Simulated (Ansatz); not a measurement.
TaO₂:
```cif
data_O4Ta2
_chemical_formula_sum 'Ta2 O4'
_space_group_name_H-M_alt 'P42/mnm'
_space_group_IT_number 136
_space_group_name_Hall '-P 4n 2n'
_cell_length_a 4.91434
_cell_length_b 4.91434
_cell_length_c 2.83199
_cell_angle_alpha 90.000
_cell_angle_beta 90.000
_cell_angle_gamma 90.000
loop_
_atom_site_label
_atom_site_type_symbol
_atom_site_symmetry_multiplicity
_atom_site_Wyckoff_symbol
_atom_site_fract_x
_atom_site_fract_y
_atom_site_fract_z
_atom_site_occupancy
Ta1 Ta 2 b 0.00000 0.00000 0.50000 1
O1 O 4 f 0.21338 0.21338 0.00000 1
```

Relaxed at zero pressure with LDA in the plane-wave PAW code Ansatz.

Question: The volume is lowered by 3 % and shape and atoms relax at that volume. What pressure results, and how do the axes share the change?

Answer: 9.4 GPa; a -0.9 %, b -0.9 %, c -1.1 %; the energy rises by 10 meV/atom.

Question: Give the new structure.

Answer: 
Space group P4₂/mnm (No. 136); a = 4.8681 Å, b = 4.8681 Å, c = 2.7995 Å, α = 90.00°, β = 90.00°, γ = 90.00°

```json
[
 {"atom": "Ta", "site": "2b", "symmetry": "m.mm", "x": "0.0000", "y": "0.0000", "z": "0.5000"},
 {"atom": "O", "site": "4f", "symmetry": "m.2m", "x": "0.2140", "y": "0.2140", "z": "0.0000"}
]
```

The phase is kept; no other phase was compared at this pressure.

Space group P4_2/mnm (rutile). The workflow started from a Materials Project entry (that database holds measured and hypothetical structures alike); the Crystallography Open Database copy checked does not list it. Its standing as an ambient phase is unchecked. Symmetry was held in the LDA relaxation; whether a distortion lowers the energy is not shown. The run is not spin-polarised. Spin–orbit coupling is left out wherever it is not named.

Potentials: the later of the program's two PAW sets.
